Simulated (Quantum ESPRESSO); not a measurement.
# Al3MgN3O: a curve over strain

Computed values, not a measurement. The program is pw.x of Quantum ESPRESSO 7.5 (plane-wave density functional theory). The cell is made up: 8 atoms on a rocksalt lattice, with randomly drawn elements, strain and displacements, not relaxed. PseudoDojo standard norm-conserving files (v0.5 for PBE, v0.4.1 for LDA and PBEsol) set the functional; there is no spin polarisation, spin-orbit coupling or dispersion term, and the masses in the input are unused placeholders.

Seven runs add a strain to one cell (along z); the atoms follow the cell and are not relaxed. Stress in the table is positive in tension.

Input of the run at +0.0044:

```
&control calculation='scf', pseudo_dir='./dojo.nc.sr.pbe.v0_5.standard.upf', outdir='./o', disk_io='medium', tprnfor=.true., tstress=.true. /
&system ibrav=0, nat=8, ntyp=4, nbnd=26, ecutwfc=84.00895049, nosym=.true., tot_charge=0,
 occupations='smearing', smearing='fd', degauss=0.0018374661
/
&electrons conv_thr=7.350e-09, electron_maxstep=60, /
ATOMIC_SPECIES
Al 1.0 Al.upf
Mg 1.0 Mg.upf
N 1.0 N.upf
O 1.0 O.upf
CELL_PARAMETERS angstrom
4.1832 0.0359 -0.032
0.0359 4.1302 0.0541
-0.0319 0.0539 4.1042
ATOMIC_POSITIONS angstrom
Al -0.0265 -0.0278 0.03
Al -0.0339 2.0969 2.0699
Mg 2.0834 -0.0091 1.9973
Al 2.108 1.982 -0.0181
N 2.1837 -0.0658 -0.0375
N 2.1241 2.1883 1.9753
N 4.2039 0.1044 2.022
O 4.1856 2.0919 0.0355
K_POINTS automatic
4 4 5 1 1 1
```

| added strain | free energy less that of the input shown (eV) | stress xx (GPa) | stress yy (GPa) | stress zz (GPa) | stress xy (GPa) | pressure (GPa) | next band up at Gamma (eV) | iterations |
| --- | --- | --- | --- | --- | --- | --- | --- | --- |
| -0.0238 | 0.0899 | -1.63 | -5.15 | -14.07 | 4.02 | 6.95 | 2.244 | 10 |
| -0.0125 | 0.0343 | -0.08 | -3.47 | -8.35 | 4.06 | 3.97 | 2.140 | 11 |
| -0.0084 | 0.0208 | 0.47 | -2.87 | -6.44 | 4.07 | 2.95 | 2.102 | 11 |
| -0.0064 | 0.0156 | 0.73 | -2.59 | -5.55 | 4.08 | 2.47 | 2.083 | 12 |
| +0.0044 | 0.0000 | 2.12 | -1.08 | -1.04 | 4.10 | 0.00 | 1.982 | 11 |
| +0.0132 | 0.0023 | 3.20 | 0.09 | 2.23 | 4.12 | -1.84 | 1.900 | 12 |

Question: one run is left out of the table, at +0.0112. Estimate its stress zz (GPa).

Answer: 1.52. The whole row:

| added strain | free energy less that of the input shown (eV) | stress xx (GPa) | stress yy (GPa) | stress zz (GPa) | stress xy (GPa) | pressure (GPa) | next band up at Gamma (eV) | iterations |
| --- | --- | --- | --- | --- | --- | --- | --- | --- |
| +0.0112 | 0.0008 | 2.96 | -0.17 | 1.52 | 4.12 | -1.44 | 1.918 | 12 |

A cubic fit gives a slope of stress zz against the added strain of 412 GPa at zero added strain, with the atoms clamped. Across the table the free energy follows the integral of the stress to within 0.5 meV. A rerun of one of the cells at 1437 eV and a 6 x 6 x 7 mesh moved values by no more than 0.003 eV in energy, 0.02 GPa in stress and 0.004 eV/Å in force. The band column is the level of band 21 at Gamma less that of band 20, whose number is half the electron count, rounded up; it comes from a band step after each run.